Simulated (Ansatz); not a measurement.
YB₆ in space group Pm-3m (No. 221; Y on 1a, B on 6f) at seven volumes, PBEsol (plane waves, PAW; program Ansatz), shape and atoms relaxed at each. One row is withheld.

```csv
V (Å³/atom),P (GPa)
8.800,19.76
9.090,?
9.380,5.70
9.670,0.00
9.960,-4.97
10.250,-9.30
10.540,-13.07
```

### Question
Fit the shown pressures and predict the withheld one.

### Answer
Third-order Birch–Murnaghan: P = (3/2)B₀(x^(7/2) − x^(5/2))[1 + (3/4)(B′ − 4)(x − 1)] with x = (V₀/V)^(2/3). Least squares on the six rows gives V₀ = 9.670 Å³/atom, B₀ = 177.2 GPa, B′ = 3.58. At V = 9.090, x = 1.0421 and P = 12.24 GPa. The run itself gave 12.24 GPa.

The workflow started from a Materials Project entry (that database holds measured and hypothetical structures alike); the Crystallography Open Database files this formula in space group No. 221, but the cells were not matched. Its standing as an ambient phase is unchecked. The cell was relaxed with PBEsol under the symmetry of its start; whether a distortion lowers the energy is not shown. No spin polarisation was allowed.

Potentials: the later of the program's two PAW sets.
